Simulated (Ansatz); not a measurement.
Start of a relaxation of Zn3Se:

```cif
data_structure
_symmetry_space_group_name_H-M 'P6_3/mmc'
_symmetry_Int_Tables_number 194
_cell_length_a 6.0633
_cell_length_b 6.0633
_cell_length_c 4.8944
_cell_angle_alpha 90.000
_cell_angle_beta 90.000
_cell_angle_gamma 120.000
_cell_volume 155.83
loop_
_atom_site_label
_atom_site_type_symbol
_atom_site_symmetry_multiplicity
_atom_site_Wyckoff_symbol
_atom_site_fract_x
_atom_site_fract_y
_atom_site_fract_z
_atom_site_occupancy
Zn1 Zn 6 h 0.83300 0.66600 0.25000 1
Se1 Se 2 c 0.33333 0.66667 0.25000 1
```

All numbers below come from DFT PBE, scalar-relativistic, plane waves, PAW (Ansatz). Cutoff 420 eV, Gaussian smearing, Γ-centred meshes. Cell and atoms relax on a converged mesh. In metals the finer mesh still leaves noise of several meV/atom or more. The steps can't lower the symmetry of their start. No spin polarisation.

A guess keeps its type if space group and coordination stay and the shape of the cell changes little (axis ratios within about 15 %, angles within 6°); the volume may change.

Q: Does this structure survive the relaxation?

A: It doesn't keep its type. The symmetry stays P6_3/mmc (No. 194). The volume per atom shrinks by 0.9 %, from 19.5 to 19.3 Å³. The shortest distance goes from 3.01 Å (Zn–Se) to 2.68 Å (Zn–Zn). The ratio c/a of the conventional cell changes by a factor of 0.63. Counting neighbours within 15 % of an atom's shortest distance, the start has Se 12, Zn 12 and the end Se 6, Zn 6. In detail, at the end around Zn lie 4 Zn at 2.68 Å and 2 Se at 2.75 Å; around Se lie 6 Zn at 2.75 Å.

Space group P6_3/mmc (No. 194). a = 7.040 Å, b = 7.040 Å, c = 3.597 Å, α = 90.00°, β = 90.00°, γ = 120.00°
```tsv
atom	site	symmetry	x	y	z
Zn	6h	mm2	0.8372	0.6745	0.2500
Se	2c	-6m2	0.3333	0.6667	0.2500
```

Energies over the elements count from the elements' standard structures at the same level, with no fitted energy shifts.

Q: At what energy does it end?

A: +0.04 eV/atom. It can't be a ground state, since the elements alone are lower.

The last run used a 6×6×10 mesh (in the run's order of axes) for its 8-atom cell and Gaussian smearing of 0.10 eV. The k mesh leaves some 4 meV/atom of noise in the energy of each metallic cell. The reference form of Se is held partly by dispersion forces, which this level lacks. Symmetry constrained the relaxation, so the result can be a saddle point.
